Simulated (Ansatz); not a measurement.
This cell of MgH₂ (rutile) is off equilibrium:

```yaml
crystal:
  lattice:
    - [4.51729, 0.00000, 0.00000]
    - [0.00000, 4.51729, 0.00000]
    - [0.00000, 0.00000, 3.01286]
  atoms:
    - { symbol: Mg, position: [0.00000, 0.00000, 0.00000] }
    - { symbol: Mg, position: [0.50000, 0.50000, 0.50000] }
    - { symbol: H, position: [0.30441, 0.30441, 0.00000] }
    - { symbol: H, position: [0.80441, 0.19559, 0.50000] }
    - { symbol: H, position: [0.29831, 0.80441, 0.50000] }
    - { symbol: H, position: [0.69559, 0.69559, 0.00000] }
```

Method: PBE (plane waves to 420 eV, PAW, scalar-relativistic; Ansatz, a first-principles code). k mesh 6×6×9 (Γ-centred), Fermi-Dirac smearing 0.05 eV. Energies are smeared free energies. Stress and pressure are positive under compression. MgH2 was relaxed with its symmetry unable to fall.

Question: Predict the force on every atom, in eV/Å.

Answer: 
```json
[
 {"atom": "Mg1", "Fx": "0.400", "Fy": "-0.191", "Fz": "0.000"},
 {"atom": "Mg2", "Fx": "0.715", "Fy": "-1.127", "Fz": "0.000"},
 {"atom": "H3", "Fx": "-0.008", "Fy": "0.000", "Fz": "0.000"},
 {"atom": "H4", "Fx": "0.247", "Fy": "-0.215", "Fz": "0.000"},
 {"atom": "H5", "Fx": "-1.839", "Fy": "1.560", "Fz": "0.000"},
 {"atom": "H6", "Fx": "0.486", "Fy": "-0.027", "Fz": "0.000"}
]
```

Question: Give the stress tensor in GPa and the pressure.

Answer: 
```
  -0.50    -2.16     0.00
  -2.16     3.37     0.00
   0.00     0.00     0.62
```
The pressure, a third of the trace, is 1.16 GPa.

Question: In it atom 5 sits (0.464, 0.000, 0.000) Å away from its relaxed site. What is its energy relative to the relaxed cell?

Answer: 418 meV/cell.

(A displaced cell: forces are minus the slopes of the energy, force constants its curvatures, and phonons follow from these.)
